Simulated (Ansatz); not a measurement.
The elements of this relaxed trial crystal are hidden behind letters.

```
lattice vectors (Å)
   3.1783   -4.4644    0.0000
   3.1783    4.4644    0.0000
   0.0000    0.0000    3.1185
fractional positions
X 0.0000 0.0000 0.0000
X 0.0000 0.5000 0.5000
X 0.5000 0.0000 0.5000
Z 0.5000 0.5000 0.0000
Q 0.7371 0.2629 0.0000
Q 0.7251 0.7251 0.5000
Q 0.2749 0.2749 0.5000
Q 0.2629 0.7371 0.0000
```

Method: DFT PBE, scalar-relativistic, plane waves, PAW in Ansatz. The final run on the 8-atom cell used 420 eV, a Γ-centred 8×8×12 mesh, 0.10 eV smearing and no spin polarisation.

```
Space group                               : Cmmm (No. 65)
Conventional cell                         : a = 6.357 Å, b = 8.929 Å, c = 3.118 Å
Volume per atom                           : 11.06 Å³
Density                                   : 11.61 g/cm³
Energy over the elements                  : −1.40 eV/atom
Gap on the 8×8×12 mesh of the 8-atom cell : 0 eV (a metal)
```

Energies are uncorrected and count from the elements' standard states at the same level.

**Question.** X is a d-block element of period 6, Z is a p-block element of period 3 and Q is a p-block element of period 2. Which elements are they?

**Answer.** X = Hf, Z = Al, Q = N, so the formula is Hf3AlN4. Density times volume gives a mean mass of 11.61 × 11.06/1.6605 = 77.3 u per atom, and this set has 77.3 u. Hf on a site of symmetry mmm has 6 N at 2.34–2.35 Å, 10 Hf at 3.12–3.15 Å and 2 Al at 3.18 Å; Al has 6 N at 2.12 Å, 2 Al at 3.12 Å and 10 Hf at 3.15–3.18 Å; N on a site of symmetry m2m is surrounded by 1 Al at 2.12 Å and 5 Hf at 2.23–2.35 Å; 2 more sites not described. Other sets within the hints have nearly the same mass, so mass alone doesn't settle it; this one was computed.

These runs have no spin–orbit coupling, which can matter for Hf. A structure relaxed within its symmetry needn't be a true minimum. Another cell of Hf3AlN4 relaxed alike, in P4/mmm, lies 29 meV/atom lower, so this cell isn't the stable form at this level.
